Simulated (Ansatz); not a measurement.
The computed numbers are results of PBEsol, scalar-relativistic (no spin polarisation) in the plane-wave PAW code Ansatz at 420 eV, Γ-centred 10×10×8 mesh, 0.05 eV Gaussian smearing; PAW files: Ansatz's generated set soft_2.

A crystal of composition XSi2, relaxed at this level of theory, gives this pattern between 10° and 80°.

Cu Kα1 powder pattern (kinematic, no thermal factors).
2θ (°) (relative intensity): 22.88 (3), 25.21 (29), 34.31 (100), 44.43 (37), 46.75 (10), 50.55 (3), 51.77 (4), 53.85 (7), 57.30 (22), 66.46 (22), 70.55 (3), 72.30 (3), 75.27 (20), 78.67 (9)

Problem. Which lattice and cell does the pattern come from?

Solution. Hexagonal, space group P6/mmm (No. 191), a = 4.075 Å, b = 4.075 Å, c = 3.883 Å, α = 90.00°, β = 90.00°, γ = 120.00°. The line positions fix the lattice at most, not the space group, and lines under 1 % of the strongest aren't listed; this is the group of the computed cell.

The calculation on XSi2, where X is one element, gave:

```yaml
Band_gap: zero (metallic)
Density_of_states_at_the_Fermi_level: 0.76 states/(eV·atom)
Formation_energy_from_the_elements_0_K_uncorrected: -0.62 eV/atom
Bulk_modulus_Birch–Murnaghan: 93 GPa
Pressure_derivative_B0′: 4.6
```

Sites: X on 1a, Si on 2d.

Problem. Which element is X?
A. Sr
B. Rb
C. Zr
D. Y

Solution. D. X is Y, so the compound is YSi2.

The Crystallography Open Database holds a cell of this formula and space group, from which this one stands far in volume, proportions or bonds. The database's entry of this formula in the relaxed cell's space group, P6/mmm, has axes of 3.830 × 3.830 × 4.140 Å and 17.53 Å³/atom (1967), the relaxed one 4.075 × 4.075 × 3.883 Å and 18.62.

The cell is a metal with an odd number of electrons, and spin polarisation wasn't tried.
